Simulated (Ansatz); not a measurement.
Relaxed polymorphs of Be. All values below come from r2SCAN (plane waves to 500 eV, PAW, scalar-relativistic; Ansatz, a quantum-chemistry and plane-wave program). One row is withheld; estimate it from its structure type, its coordination and the trend of the others.

```tsv
structure	coordination	E − E(first row) (eV/atom)	V (Å³/atom)
P6₃/mmc, hP2, hcp (Mg type)	Be 12 (anticuboctahedral)	0.00	7.91
Fm-3m, cF4, fcc (Cu type)	Be 12 (cuboctahedral)	…	…
R-3m, hR6	–	0.05	7.88
Pa-3, cP8	–	0.14	8.18
P6₃/mmc, hP4, AFLOW prototype A_hP4_194_ac (A3', as in La)	–	0.03	7.90
R-3m, hR3, AFLOW prototype A_hR3_166_ac (C19, as in Sm)	–	0.02	7.90
Im-3m, cI2, bcc (W type)	Be 8 (cubic)+6	0.10	7.81
Pm-3n, cP8	–	0.11	8.05
```

Problem. Some entries are withheld; supply them.

Solution. 
- Fm-3m, cF4, fcc (Cu type), E − E(first row) (eV/atom): 0.09
- Fm-3m, cF4, fcc (Cu type), V (Å³/atom): 7.89

The withheld cell: Fm-3m (No. 225), cF4, fcc (Cu type); a = 3.160 Å, b = 3.160 Å, c = 3.160 Å, α = 90.00°, β = 90.00°, γ = 90.00°; Be 4a (0.000, 0.000, 0.000). Coordination numbers (neighbours up to the widest gap in distance over summed covalent radii, below 1.35; n+m marks a second, longer set).

Probably no minimum, since a slightly shaken restart fell lower: Im-3m, cI2, bcc (W type) (by 0.10 eV/atom, to P6₃/mmc). 1 run with a doubtful electronic state, a coarser numerical grid, an end not at rest or a source that can't be used is left out. Each run could gain symmetry but not lose that of its start, so entries can be saddle points. From databases, or of a type measured for this composition: P6₃/mmc, hP2, hcp (Mg type); the others are generated cells (placed on structure types, drawn at random, substituted or restacked) that were not matched to a known phase here. Static energies at zero pressure. Each cell has its own k-point mesh; energy differences are given only to the digits this allows. No spin polarisation in the result.
